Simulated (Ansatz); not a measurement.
## Squeezing Ir (sc type)

```xyz
1
Lattice="2.5268 0.0000 0.0000 0.0000 2.5268 0.0000 0.0000 0.0000 2.5268" Properties=species:S:1:pos:R:3 pbc="T T T"
Ir    0.0000    0.0000    0.0000
```

The cell comes from a relaxation on PAW files under the same functional, begun from a prototype that needn't be the stable phase.

Its volume is scaled at fixed shape and fractional positions.

Computed with Ansatz 0.2.0; functional LDA, scalar-relativistic. Settings: a Γ-centred 15×15×15 k mesh, Fermi–Dirac smearing of 0.1 eV, no spin polarisation. Methods: LAPW: all electrons, basis error target 1 meV/atom; PAW: frozen-core files, cutoff 420 eV; crystal datasets: all electrons, by PAW datasets that the program makes for each cell; norm-conserving: pseudopotentials, cutoff 925 eV; PAW (core large): files with a larger core, cutoff 420 eV.

Energies are extrapolated to zero smearing and count from the unscaled cell; pressure is positive in compression; gaps take the mesh and a band path. No temperature or zero-point motion is included.

Spin–orbit coupling is left out, which matters for the heavy atoms. The PAW files were made under PBE. The structure type is held throughout; the real material can change phase at far lower pressure.

| V/V0 | V (Å³/atom) | P LAPW (GPa) | ΔE LAPW (eV/atom) | P PAW − LAPW (GPa) | ΔE PAW − LAPW (meV/atom) |
| --- | --- | --- | --- | --- | --- |
| 1.00 | 16.13 | 0.01 | 0.000 | -0.01 | 0.0 |
| 0.92 | 14.84 | 29.7 | 0.107 | 0.00 | 0.0 |
| 0.84 | 13.55 | 77.2 | 0.520 | 0.07 | 0.2 |
| 0.76 | 12.26 | 153.8 | 1.424 | 0.24 | 1.4 |
| 0.68 | 10.97 | ? | 3.123 | 0.61 | 4.8 |
| 0.60 | 9.68 | 492.6 | 6.151 | 1.39 | 12.5 |
| 0.52 | 8.39 | 871.3 | 11.491 | 3.62 | 30.9 |
| 0.45 | 7.26 | 1470 | 19.535 | 9.36 | 73.6 |

(1) What belongs in the row "0.68", column "P LAPW (GPa)"?

(2) Fit the Vinet equation to the LAPW pressures over the whole range, with residuals weighted by 1/(|P| + 0.03·Pmax).

(3) At the smallest volume, how far do crystal datasets and norm-conserving and PAW (core large) lie from LAPW in pressure?

(4) How do the Löwdin populations by LAPW change from the unscaled cell to the last row?

## Answers

(1) 279.5.

(2) V0 = 16.14 Å³/atom, B0 = 281 GPa and B0′ = 5.19, and the fit misses no point by more than 13 GPa. A fit over so wide a range pins B0 less well than one near rest.

(3) crystal datasets: 0.00 GPa; norm-conserving: -5.77 GPa; PAW (core large): +9.36 GPa, on a LAPW pressure of 1470 GPa.

(4) Ir 5s 1.98 → 1.90, Ir 6s 1.04 → 0.84, Ir 5p 5.99 → 5.95, Ir 5d 7.86 → 8.17 electrons an atom. These are projections on the shells that the free atoms fill; 0.13 e a cell lies outside them at the start and 0.16 e at the end.
